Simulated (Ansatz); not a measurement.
BaAlSiH:
```cif
data_HAlBaSi
_chemical_formula_sum 'Ba1 Al1 Si1 H1'
_space_group_name_H-M_alt 'P3m1'
_space_group_IT_number 156
_space_group_name_Hall 'P 3 -2"'
_cell_length_a 4.31840
_cell_length_b 4.31840
_cell_length_c 5.25584
_cell_angle_alpha 90.000
_cell_angle_beta 90.000
_cell_angle_gamma 120.000
loop_
_atom_site_label
_atom_site_type_symbol
_atom_site_symmetry_multiplicity
_atom_site_Wyckoff_symbol
_atom_site_fract_x
_atom_site_fract_y
_atom_site_fract_z
_atom_site_occupancy
Ba1 Ba 1 a 0.00000 0.00000 0.00136 1
Al1 Al 1 c 0.66667 0.33333 0.46337 1
Si1 Si 1 b 0.33333 0.66667 0.54317 1
H1 H 1 c 0.66667 0.33333 0.13501 1
```

Relaxed with r²SCAN. The program Ansatz at the r²SCAN level (PAW) gives a gap of 0.96 eV.

### Question
What gap does HSE06 give on the same cell (Ansatz, PAW)?

### Answer
1.19 eV, 0.23 eV more. The hybrid was solved on a coarser mesh and at special points; the gap given is the minimum over both.

```tsv
k	v1 r²SCAN	c1 r²SCAN	v1 HSE06	c1 HSE06
Γ	-0.39	1.73	-0.39	1.99
A	-0.03	2.19	___	___
K	-0.71	1.52	___	___
H	-0.38	3.51	___	___
M	-0.47	0.97	-0.47	1.20
L	-0.70	1.93	___	___
```

### Question
Top valence (v1) and lowest conduction level (c1) in eV from each method's valence maximum (which need not be a listed point): supply the withheld HSE06 values.

### Answer

- L, v1 HSE06: -0.80
- L, c1 HSE06: 2.22
- H, v1 HSE06: -0.45
- H, c1 HSE06: 3.70
- K, v1 HSE06: -0.74
- K, c1 HSE06: 1.79
- A, v1 HSE06: -0.05
- A, c1 HSE06: 2.55

Cost on shared cores: the r²SCAN run (SCF on a 8×8×5 mesh, then bands and DOS) around 70 core-seconds (rough), the HSE06 run (SCF on 6×6×4, then a few points) roughly 2.3 core-minutes; the tasks are unlike.

The first step of the workflow began from a Materials Project structure, measured or hypothetical; the Crystallography Open Database copy checked does not list it. Its standing as an ambient phase is unchecked. The cell was relaxed with r²SCAN under the symmetry of its start; its stability against distortions is not shown here. Spin–orbit coupling is left out wherever it is not named.

Potentials: the later of the program's two PAW sets.
